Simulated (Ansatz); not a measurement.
## Phonons of GdTiGe

Method: PBEsol, scalar-relativistic; collinear spin; PAW, 420 eV, Gaussian smearing of 0.15 eV; code Ansatz; PAW files: Ansatz's generated set soft_2.

```
CELL_PARAMETERS angstrom
4.01468 0.00000 0.00000
0.00000 4.01468 0.00000
0.00000 0.00000 7.69346
ATOMIC_POSITIONS crystal
Gd 0.50000 0.00000 0.65289
Gd 0.00000 0.50000 0.34711
Ti 0.00000 0.00000 0.00000
Ti 0.50000 0.50000 0.00000
Ge 0.50000 0.00000 0.23728
Ge 0.00000 0.50000 0.76272
```

The chain of runs began from a cell as deposited in COD, expanded in volume.

Moments typed, the run going on from the state of an earlier one (μB, in the order of the atoms): 7.82, 7.82, 0.0, 0.0, 0.0, 0.0.

The spin moment ends at 14.00 μB for each cell as shown.

Force constants come from finite displacements in a 2×2×1 supercell (the unit cell's 8×8×6 k-mesh, folded to it); the long-range dipole term is not included. Points in reciprocal vectors of this cell: Γ = (0.000, 0.000, 0.000), X = (0.000, 0.500, 0.000), M = (0.500, 0.500, 0.000), Z = (0.000, 0.000, 0.500), R = (0.000, 0.500, 0.500), A = (0.500, 0.500, 0.500).

The supercell isn't repeated along every axis, so wave vectors with a part along such an axis can't be had from it and are left out, and thermodynamic sums miss that dispersion.

Question: Is the structure dynamically stable along this path, and where does the spectrum end?

Answer: Yes: no branch is imaginary beyond numerical noise. The highest frequency is 266 cm⁻¹, between M and Γ. Points that don't fit the supercell are interpolated.

Frequencies at the named points (cm⁻¹, imaginary ones negative):
| point | ω (cm⁻¹) |
| --- | --- |
| Γ | 0 0 0 87 87 106 135 139 139 159 169 169 207 207 208 239 266 266 |
| X | 82 82 95 95 105 105 138 138 141 141 155 155 217 217 224 224 235 235 |
| M | 85 85 91 91 103 103 132 132 146 146 157 157 182 182 238 238 265 265 |

Question: What does the harmonic approximation give for the vibrational free energy, entropy and heat capacity?

Answer: Zero-point energy 28.6 meV/atom.
```json
{"T (K)": "100", "F_vib (meV/atom)": "24.0", "S (J/K per mole of atoms)": "12.1", "C_V (J/K per mole of atoms)": "16.8"}
{"T (K)": "200", "F_vib (meV/atom)": "3.8", "S (J/K per mole of atoms)": "25.9", "C_V (J/K per mole of atoms)": "22.3"}
{"T (K)": "300", "F_vib (meV/atom)": "-28.2", "S (J/K per mole of atoms)": "35.3", "C_V (J/K per mole of atoms)": "23.7"}
{"T (K)": "400", "F_vib (meV/atom)": "-68.5", "S (J/K per mole of atoms)": "42.2", "C_V (J/K per mole of atoms)": "24.2"}
{"T (K)": "500", "F_vib (meV/atom)": "-115.1", "S (J/K per mole of atoms)": "47.6", "C_V (J/K per mole of atoms)": "24.5"}
{"T (K)": "600", "F_vib (meV/atom)": "-166.8", "S (J/K per mole of atoms)": "52.1", "C_V (J/K per mole of atoms)": "24.6"}
{"T (K)": "700", "F_vib (meV/atom)": "-222.8", "S (J/K per mole of atoms)": "55.9", "C_V (J/K per mole of atoms)": "24.7"}
{"T (K)": "800", "F_vib (meV/atom)": "-282.5", "S (J/K per mole of atoms)": "59.2", "C_V (J/K per mole of atoms)": "24.8"}
{"T (K)": "900", "F_vib (meV/atom)": "-345.4", "S (J/K per mole of atoms)": "62.1", "C_V (J/K per mole of atoms)": "24.8"}
{"T (K)": "1000", "F_vib (meV/atom)": "-411.2", "S (J/K per mole of atoms)": "64.7", "C_V (J/K per mole of atoms)": "24.8"}
```

The highest mode, 266 cm⁻¹, is worth 380 K. At 300 K the heat capacity has reached 95 % of the classical limit 3R = 24.9 J/K per mole of atoms: a mode at k_BT already holds 92 % of its classical share, and one at 1.5 k_BT 83 %.

The crystal is a metal or nearly so; low and unstable modes depend on mesh and smearing.

Cost: 17 min on 4 threads of Intel(R) Xeon(R) 6975P-C (Granite Rapids), on a shared host, peak memory 6.8 GiB.

Without a U the 4f levels of Gd lie too near the Fermi level, so their share of the states there, and what hangs on it, is overstated. No spin–orbit coupling, a notable omission for heavy elements. Site moments are of spin, integrated over atomic spheres. Only parallel moments were tried, so the real magnetic order may be another.
